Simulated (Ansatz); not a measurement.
# WS2 (P6_3/mmc), a film clamped to a substrate

Theory: DFT PBE+D3(BJ), scalar-relativistic, plane waves, PAW (Ansatz 0.2.0). Cutoff 420 eV, Γ-centred 12×12×4 k-points, Gaussian smearing of 0.05 eV. Spin–orbit coupling is left out, which matters for the heavy elements here. No spin polarisation. Energies are free energies at this smearing, counted from the undisturbed cell; pressure is positive in compression.

Zero of the scan (relaxed at this level):

```xyz
6
Lattice="3.1542 0.0000 0.0000 -1.5771 2.7316 0.0000 0.0000 0.0000 12.1399" Properties=species:S:1:pos:R:3 pbc="T T T"
W     0.0000    1.8211    3.0350
W     1.5771    0.9105    9.1049
S     0.0000    1.8211    7.5302
S     1.5771    0.9105    1.4603
S     0.0000    1.8211   10.6796
S     1.5771    0.9105    4.6097
```

The cell (6 atoms, V0 = 104.60 Å³) is strained by p along both x and y and by q along z, fractional coordinates fixed. τp = (1/V0) ∂E/∂p = (σxx + σyy)(1 + p)(1 + q) and τq = (1/V0) ∂E/∂q = σzz(1 + p)², with tension positive.

```csv
p,q,ΔE (meV/atom),τp (GPa),τq (GPa)
0.000,0.000,0.00,0.03,0.01
-0.040,0.000,73.32,-35.47,-10.04
0.040,0.000,60.15,26.26,7.57
0.000,-0.040,30.01,-9.66,-14.24
0.000,0.040,26.53,7.87,11.81
```

Get the second derivatives of the energy density.

Central differences give A = ∂τp/∂p = 772 GPa (C11 + C22 + 2 C12), C = ∂τq/∂q = 326 GPa (C33) and the cross term B = ∂τq/∂p = 220 GPa (C13 + C23); ∂τp/∂q = 219 GPa must equal B, and any difference shows higher-order terms. Steps this large leave an error of some per cent of A or C in all of these, which can swamp a small B. The ions are clamped.

A film of this crystal grows with z along the normal on a substrate that imposes p. How does its thickness respond, and what does the misfit cost?

Count p and q from the stress-free cell. A free surface needs τq = 0, so q = −(B/C) p = -0.68 p. The energy density left is (A − B²/C) p²/2 = M p², with the biaxial modulus M = 311 GPa; a misfit of 1 % costs 3.39 meV/atom, against 4.20 meV/atom if the thickness were held.

At p = 0.080 the energies along q are 202.4 (q = -0.080), 184.4 (q = -0.040), 218.3 (q = 0.000), 295.4 (q = 0.040), 407.8 (q = 0.080) meV/atom.

Does the linear rule hold at this misfit?

A parabola through the lowest point and its neighbours has its minimum at q = -0.046, 183.8 meV/atom. With the stress left in the starting cell, τp0 and τq0, linear elasticity gives q = −(τq0 + Bp)/C = -0.054 and E = V0(τp0 p + τq0 q + Ap²/2 + Bpq + Cq²/2)/N = 217.1 meV/atom. The energies differ by more than a tenth, so the quadratic law fails here: the gap holds the anharmonic part, with some error from the wide steps. Cubic terms also shift the vertex of so wide a parabola.

Forces appear on the atoms along this scan, and letting them relax would lower the energy and soften the response. The gap closes along the scan, which can put kinks into the curve.